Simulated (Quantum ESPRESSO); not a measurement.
# Band energies of CsHF$_{2}$

```
CsHF2
1.0
   -3.05630     3.05630     3.88883
    3.05630    -3.05630     3.88883
    3.05630     3.05630    -3.88883
H F Cs
2 4 2
Cartesian
  0.00000   3.05630   0.00000
  3.05630   0.00000   0.00000
  2.24950  -0.80680   3.88883
  0.80680   3.86310   0.00000
  0.80680   2.24950   3.88882
  2.24950   0.80680   0.00000
  0.00000   0.00000   5.83324
  0.00000   0.00000   1.94441
```

PBEsol (Quantum ESPRESSO, PseudoDojo norm-conserving, 84 Ry, no spin-orbit coupling); path ΓXYSΓZS1NPY1Z,XP; energies in eV from the valence-band maximum.

```
k (1/Å)  point  band 20  band 21  band 22  band 23  band 24  band 25  band 26  band 27
-------  -----  -------  -------  -------  -------  -------  -------  -------  -------
0.00         Γ    -0.38    -0.28    -0.11    -0.11     0.00     6.56     7.89     8.38
0.24              -0.42    -0.23    -0.19    -0.13    -0.08     7.01     8.02     8.67
0.73         X    -0.51    -0.48    -0.45    -0.30    -0.11     8.09     8.40     8.80
1.18         Y    -0.44    -0.40    -0.40    -0.36    -0.30     8.02     8.69     8.79
1.18         S    -0.43    -0.42    -0.41    -0.34    -0.28     7.80     8.68     8.86
1.59              -0.54    -0.36    -0.26    -0.19    -0.15     7.79     8.28     9.18
2.01         Γ    -0.38    -0.28    -0.11    -0.11     0.00     6.56     7.89     8.38
2.17              -0.40    -0.28    -0.12    -0.12    -0.04     6.72     8.20     8.36
2.49              -0.43    -0.36    -0.26    -0.23    -0.23     7.68     7.90     8.64
2.81         Z    -0.41    -0.41    -0.39    -0.39    -0.25     7.59     8.48     8.71
2.81        S1    -0.43    -0.42    -0.41    -0.34    -0.28     7.80     8.68     8.86
3.16              -0.52    -0.42    -0.40    -0.24    -0.15     8.44     8.61     9.39
3.33         N    -0.54    -0.40    -0.40    -0.16    -0.16     8.58     8.58     9.77
3.50              -0.53    -0.42    -0.42    -0.18    -0.18     8.59     8.59     9.44
3.67              -0.50    -0.42    -0.42    -0.24    -0.24     8.59     8.59     9.19
3.84         P    -0.47    -0.36    -0.36    -0.32    -0.32     8.58     8.58     9.12
3.99              -0.47    -0.42    -0.38    -0.35    -0.20     8.55     8.61     8.97
4.30              -0.47    -0.42    -0.39    -0.35    -0.24     8.43     8.69     8.76
4.45        Y1    -0.44    -0.40    -0.40    -0.36    -0.30     8.02     8.69     8.79
4.72         Z    -0.41    -0.41    -0.39    -0.39    -0.25     7.59     8.48     8.71
4.72         X    -0.51    -0.48    -0.45    -0.30    -0.11     8.09     8.40     8.80
4.86              -0.49    -0.48    -0.44    -0.31    -0.14     8.18     8.49     8.96
5.13         P    -0.47    -0.36    -0.36    -0.32    -0.32     8.58     8.58     9.12
```

The PBEsol gap is direct, 6.56 eV at Γ.

Geometry of the Materials Project entry, not relaxed at this level.

The structure is a Materials Project entry; no match was found in the copy of COD used, and its stability was not checked.
